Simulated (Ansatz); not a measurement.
# Ge2Pt, first-principles data

Ge2Pt:
```yaml
crystal:
  lattice:
    - [0.00000, 4.14339, 5.33584]
    - [2.37723, 0.00000, 5.33584]
    - [2.37723, 4.14339, 0.00000]
  atoms:
    - { symbol: Ge, position: [0.66971, 0.33029, 0.66971] }
    - { symbol: Ge, position: [0.33029, 0.66971, 0.33029] }
    - { symbol: Ge, position: [0.58029, 0.91971, 0.58029] }
    - { symbol: Ge, position: [0.91971, 0.58029, 0.91971] }
    - { symbol: Pt, position: [0.00000, 0.00000, 0.00000] }
    - { symbol: Pt, position: [0.25000, 0.25000, 0.25000] }
```

Space group Fddd (No. 70); conventional cell a = 4.7545 Å, b = 8.2868 Å, c = 10.6717 Å, α = β = γ = 90.00°.

Method: PBE in the plane-wave PAW code Ansatz. Structure relaxed to zero pressure with the same functional. Other levels are named where they apply.

Cell and energy:

- Volume per atom: 17.52 Å³
- Density: 10.75 g/cm³
- Formation energy from the elements (no fitted shifts): -0.008 eV/atom

Electronic structure:

- Electronic character: metallic (no gap)
- Density of states at the Fermi level: 0.39 states/eV per atom (mean over ±0.08 eV)

Mechanics:

Bulk modulus (Birch–Murnaghan fit): 103 GPa
Pressure derivative B′: 5.5

A made-up cell: these elements were put on the sites of a structure type; neither database checked (COD, Materials Project) lists it. COD files the formula under space group No. 58, so this cell is another polymorph or a model. Its standing as an ambient phase is unchecked. Symmetry was held in the PBE relaxation; its stability against distortions is not shown here. No spin polarisation was allowed. The references are the lowest solids computed at this level, not always the standard phases. Scalar-relativistic: spin–orbit coupling is off unless named, which matters more the heavier the elements.

Potentials: the later of the program's two PAW sets.
